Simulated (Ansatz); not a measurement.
**CO₂ — ¹⁷O NMR of the central transition**

Cell: a Materials Project structure (computed, not necessarily an observed phase).

Space group Pa-3 (No. 205); a = 5.4971 Å.

```csv
site,Wyckoff,site symmetry,x,y,z
C,4a,.-3.,0.0000,0.0000,0.0000
O,8c,.3.,0.1225,0.1225,0.1225
```

One atom of each set is listed.

Level of theory: DFT, PBE, plane waves and PAW (field gradients read without the response of the frozen cores, which leaves them typically 4 to 6 % off), scalar-relativistic, 420 eV cutoff, Γ-centred 4×4×4 k-points, Fermi–Dirac smearing 0.02 eV (Ansatz 0.2.0).

¹⁷O has I = 5/2 and Q = -25.58 mb (Pyykkö 2018); at 7.05 T its Larmor frequency is ν₀ = 40.7 MHz. Only the quadrupole interaction is simulated: positions count from each site's isotropic chemical shift, and J coupling is left out, as are shift anisotropy and dipolar coupling, which fast spinning averages.

(1) What does the ¹⁷O spectrum (fast magic-angle spinning) show for each site?

## Answers

(1) 

```json
{"site": "O", "first shell": "1 C at 1.17 Å", "C_Q (MHz)": "-4.62", "η": "0.00", "P_Q (MHz)": "4.62", "δ_QIS (ppm)": "-77.3", "breadth (kHz)": "6.75"}
```

δ_QIS = −(ν_Q²/30ν₀²)[I(I+1) − 3/4](1 + η²/3) × 10⁶ ppm with ν_Q = 3|C_Q|/[2I(2I−1)]; it falls as 1/B₀² in ppm, and the breadth as 1/B₀ in kHz.

An axis of threefold or higher order runs through O, so V_zz lies along it and η is zero.

Hardware: 1 thread of AMD EPYC 9R45 (Zen 5) (x86_64; 16 cores open to the job, memory cap 3.0 GiB, no GPU), a shared host with a load of 0.3 a core. Wall time 1.7 s, CPU time 1.6 s, peak memory 0.46 GiB.
